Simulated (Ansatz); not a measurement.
# Structure relaxation, MoS2

The start is a relaxed MoS2 cell shaken by Gaussian noise of σ = 0.08 Å a coordinate. A full variable-cell relaxation at zero pressure is run with PBE (plane waves to 420 eV, PAW, scalar-relativistic; Ansatz, an electronic-structure program). The first steps use a coarse 3×3×3 k-mesh.

Initial structure:
```
CELL_PARAMETERS angstrom
      5.95898     0.00000     0.00000
      0.00000     5.95898     0.00000
      0.00000     0.00000     5.95898
ATOMIC_POSITIONS crystal
  Mo 0.99751 0.01022 0.99442
  Mo 0.50069 0.50949 0.00348
  Mo 0.00192 0.50685 0.49634
  Mo 0.51657 0.00660 0.49594
  S  0.36922 0.39187 0.37691
  S  0.83840 0.14556 0.62115
  S  0.62097 0.87981 0.13576
  S  0.13872 0.65171 0.86846
  S  0.62163 0.64859 0.63487
  S  0.11846 0.86861 0.36299
  S  0.37676 0.11869 0.86890
  S  0.84940 0.36134 0.12808
```
Spin-polarised start, with parallel moments on Mo.

**Question.** By how much does the energy per atom fall from start to end?

**Answer.** 0.05 eV/atom.

**Question.** Does it find its way back to the structure it was made from?

**Answer.** The parent structure is recovered, Pa-3 (No. 205).

**Question.** How do the shortest distances between atoms change?

**Answer.** The closest pairs of elements (up to four, under 3.6 Å), start → end: Mo–S 2.22 → 2.46 Å; S–S 2.58 → 2.76 Å.

**Question.** What band gap does the relaxed structure have at this level?

**Answer.** No gap (metallic).

**Question.** What magnetic moments remain?

**Answer.** Net 0.59 μB/atom, ferromagnetic.

Relaxed structure:

```cif
data_Mo4S8
_chemical_formula_sum 'Mo4 S8'
_space_group_name_H-M_alt 'Pa-3'
_space_group_IT_number 205
_space_group_name_Hall '-P 2ac 2ab 3'
_cell_length_a 5.95915
_cell_length_b 5.95915
_cell_length_c 5.95915
_cell_angle_alpha 90.000
_cell_angle_beta 90.000
_cell_angle_gamma 90.000
loop_
_atom_site_label
_atom_site_type_symbol
_atom_site_symmetry_multiplicity
_atom_site_Wyckoff_symbol
_atom_site_fract_x
_atom_site_fract_y
_atom_site_fract_z
_atom_site_occupancy
Mo1 Mo 4 a 0.00000 0.00000 0.00000 1
S1 S 8 c 0.36629 0.36629 0.36629 1
```

Final values are on a 7×7×7 k-mesh of the relaxed cell. Spin state reached: ferromagnetic (net 0.59 μB/atom), from parallel starting moments; other spin orders were not run from this start.

The relaxed structure here is a generated cell of MoS2: the first start was made by placing the elements on the sites of a structure type, and the end was not matched to a known phase here, so it may be hypothetical. Known forms of MoS2 include space group No. 160, 194.
